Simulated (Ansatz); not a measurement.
Values for one crystal, relaxed and computed with r²SCAN (plane waves, PAW; program Ansatz); other levels are named.

- Volume per atom: 11.76 Å³
- Band gap: 1.26 eV (indirect)
- Smallest direct gap on the standard path: 1.47 eV
- Formation energy from the elements (no fitted shifts): -2.20 eV/atom
- Conduction-band minimum: on the M–A line, 17 % of the way from M (2 equivalent valleys)

Question: Pick the material that matches.
(A) La2Pt2O7, Fd-3m (La on 16d, Pt on 16c, O on 48f, O on 8b)
(B) MoPO5, P4/n (Mo on 2c, P on 2b, O on 8g, O on 2c)
(C) Na2CrO4, Cmcm (Pearson symbol oS28)
(D) YSbO4, P-1 (Pearson symbol aP24)

Answer: B, MoPO5, P4/n (Mo on 2c, P on 2b, O on 8g, O on 2c)

The workflow started from a Materials Project entry (that database holds measured and hypothetical structures alike); the Crystallography Open Database copy checked does not list it. Whether it is the stable phase at ambient conditions was not checked. Symmetry was held in the r²SCAN relaxation; whether a distortion lowers the energy is not shown. Spin order of the final state: ferromagnetic, chosen from 2 collinear starts compared on coarse meshes (ties went to the first, and starts can fall back to one state), not a proven ground state. Other orbital occupations within this spin state were not tried. No Hubbard U is applied. Point labels and valley counts follow the cell and symmetry of the run, lower than the named group. The references are the lowest solids computed at this level, not always the standard phases (solids in place of the gases). Scalar-relativistic: spin–orbit coupling is off unless named, which matters more the heavier the elements.

Potentials: the later of the program's two PAW sets.
